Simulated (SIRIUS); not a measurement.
Set-up for a self-consistent single point of Ir (Fm-3m, 4 atoms in the cell; from Materials Project mp-101, changed as shown).

```
Ir
1.0
    3.77685     0.00000     0.00000
    0.00000     3.77685     0.00000
    0.00000     0.00000     3.77685
Ir
4
Direct
  0.00000   0.00000   0.00000
  0.00000   0.50000   0.50000
  0.50000   0.00000   0.50000
  0.50000   0.50000   0.00000
```

Method: PBE, PseudoDojo 0.5 standard norm-conserving PBE (tails mended) pseudopotentials (plane waves; SIRIUS).

SIRIUS settings:

| setting | value |
|---|---|
| parameters.ngridk | 8 8 8 |
| parameters.xc_functionals | [XC_GGA_X_PBE, XC_GGA_C_PBE] |
| parameters.gk_cutoff | 8.246 1/bohr |
| parameters.pw_cutoff | 16.493 1/bohr |
| parameters.smearing | fermi_dirac |
| parameters.smearing_width | 0.00367493 Ha |
| potentials | PseudoDojo 0.5 standard norm-conserving PBE (tails mended) pseudopotentials |
| parameters.electronic_structure_method | pseudopotential |
| parameters.num_bands | 41 |
| parameters.num_mag_dims | 0 |
| parameters.num_dft_iter | 100 |
| parameters.energy_tol | 1e-07 Ha |
| parameters.density_tol | 1e-06 |
| mixer.type | broyden2 |
| mixer.beta | 0.5 |
| mixer.use_hartree | true |

Results:

Number of valence electrons: 68
Number of bands: 41
Number of k-points after the program's reduction: 35
Number of plane waves (most at a k-point): 3478
Number of SCF iterations: 12
FFT grid: 40 × 40 × 40
Free energy E − TS: -12534.2942 eV
Fermi level (on the code's own zero): 27.55 eV
Pressure: 30.36 GPa

Stress (GPa, positive for compression):
```
30.36   0.00   0.00
 0.00  30.36   0.00
 0.00   0.00  30.36
```

For comparison: a first run was changed to give this one (lattice scaled by 0.98), and from it to this one the free energy goes up by 87.4 meV/atom and the pressure goes from 4.30 to 30.36 GPa.

The structure comes from a collection of computed structures, made at another level of theory; the collection holds predicted forms beside known ones. At this pressure the cell is far from its equilibrium volume at this level.

Cost on one core: around 2.3 core-minutes (rough).

“Tails mended”: in these copies of the files the far tail of each local potential was reset to the Coulomb form.
